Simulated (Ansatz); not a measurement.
# Course of a relaxation: MgW₇

The cell of MgW₇ is invented: ordered superstructure of fcc (P4/mmm, No. 123) (sublattice all; occupants of the shared sites, in ratio, W: 7, Mg: 1). The dimensions are guesses.

```
CELL_PARAMETERS angstrom
4.05600 0.00000 0.00000
0.00000 4.05600 0.00000
0.00000 0.00000 8.11200
ATOMIC_POSITIONS crystal
Mg 0.00000 0.00000 0.00000
W 0.50000 0.00000 0.75000
W 0.50000 0.50000 0.50000
W 0.50000 0.00000 0.25000
W 0.50000 0.50000 0.00000
W 0.00000 0.50000 0.75000
W 0.00000 0.00000 0.50000
W 0.00000 0.50000 0.25000
```

Method: DFT PBE, scalar-relativistic, plane waves, PAW (Ansatz). Cutoff 420 eV, Gaussian smearing, Γ-centred meshes. Cell and atoms relax first on a coarse mesh and then on a finer one. In between, the cell is made exact in the group found at 0.06 Å. In metals the finer mesh still leaves noise of several meV/atom or more. The steps can't lower the symmetry of their start. No spin polarisation.

Steps on the 4×4×2 mesh (8 atoms, 9 steps). The free energy counts from the last step; the plane-wave basis is renewed at times, which shifts energy and pressure.

```
step  ΔF (meV/atom)  V (Å³/atom)  P (GPa)  largest force component (eV/Å)
   1           43.7        16.68    -4.13                           0.531
   2           83.9        15.46    15.91                           1.248
   3           21.4        16.39    -0.54                           0.010
   4            9.8        16.24     1.94                           0.309
   5            6.8        16.24     2.06                           0.528
   6            0.9        16.24     2.17                           0.066
   7            0.5        16.48    -1.51                           0.050
   8            0.0        16.38    -0.02                           0.001
   9            0.0        16.38    -0.02                           0.001
```

The relaxed structure, after a last relaxation on the converged mesh:

```xyz
8
Lattice="3.8346 0.0000 0.0000 0.0000 3.8346 0.0000 0.0000 0.0000 8.9160" Properties=species:S:1:pos:R:3 pbc="T T T"
Mg    0.0000    0.0000    0.0000
W     1.9173    0.0000    6.7293
W     1.9173    1.9173    4.4580
W     1.9173    0.0000    2.1867
W     1.9173    1.9173    0.0000
W     0.0000    1.9173    6.7293
W     0.0000    0.0000    4.4580
W     0.0000    1.9173    2.1867
```

The symmetry stays P4/mmm (No. 123). The volume per atom shrinks by 1.8 %, from 16.7 to 16.4 Å³. The shortest distance goes from 2.87 Å (Mg–W and W–W) to 2.71 Å (Mg–W and W–W). The ratio c/a of the conventional cell changes by a factor of 1.16. Around Mg lie 4 W at 2.71 Å and 8 W at 2.91 Å; W on a site of symmetry 2mm has 4 W at 2.71 Å, 2 Mg at 2.91 Å and 6 W at 2.91–2.97 Å; around W on a site of symmetry 4/mmm lie 4 W at 2.71 Å and 8 W at 2.97 Å; 2 more sites not described.

| Item | Value |
| --- | --- |
| Volume per atom | 16.39 Å³ |
| Density | 16.61 g/cm³ |
| Energy over the elements | +0.47 eV/atom |
| Gap on the 10×10×6 mesh of the 8-atom cell | 0 eV (a metal) |

Formation energies are uncorrected and refer to the elements' standard structures at the same level.

The last run used Gaussian smearing of 0.10 eV. These runs have no spin–orbit coupling, which can matter for W. A structure relaxed within its symmetry needn't be a true minimum. In all, the 3 runs took 12 min on 1 thread of Arm Neoverse N1, on a shared host.
